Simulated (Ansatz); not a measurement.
CaSe:
```xyz
2
Lattice="0.0000 2.8954 2.8954 2.8954 0.0000 2.8954 2.8954 2.8954 0.0000" Properties=species:S:1:pos:R:3 pbc="T T T"
Ca     0.0000     0.0000     0.0000
Se     2.8954     2.8954     2.8954
```

Relaxed with LDA. Special points in fractions of this cell's reciprocal vectors: Γ (0.000, 0.000, 0.000); X (0.500, 0.000, 0.500); U (0.625, 0.250, 0.625); K (0.375, 0.375, 0.750); L (0.500, 0.500, 0.500); W (0.500, 0.250, 0.750).

Question: List the band energies nearest the valence-band maximum at these points for DFT-LDA in the program Ansatz with PAW potentials.

Answer: In eV from the valence-band maximum; about four levels below and three above (degenerate sets whole), none deeper than 8.9 eV; points with the same levels are listed once.

```tsv
k	below	above
Γ	0.00 0.00 0.00	3.44 3.52 3.52 3.52
X	-2.71 -1.00 -1.00	1.71 5.04 5.13
U	-2.44 -2.25 -1.23	3.09 5.73 5.76
L	-3.59 -1.36 -1.36	4.48 5.50 5.50 5.50
W	-2.15 -2.15 -1.85	4.31 4.31 5.28
```

Space group Fm-3m (rock salt). Symmetry was held in the LDA relaxation; phonons on a q-mesh show no instability. Spin–orbit coupling is left out wherever it is not named.

Potentials: the later of the program's two PAW sets.
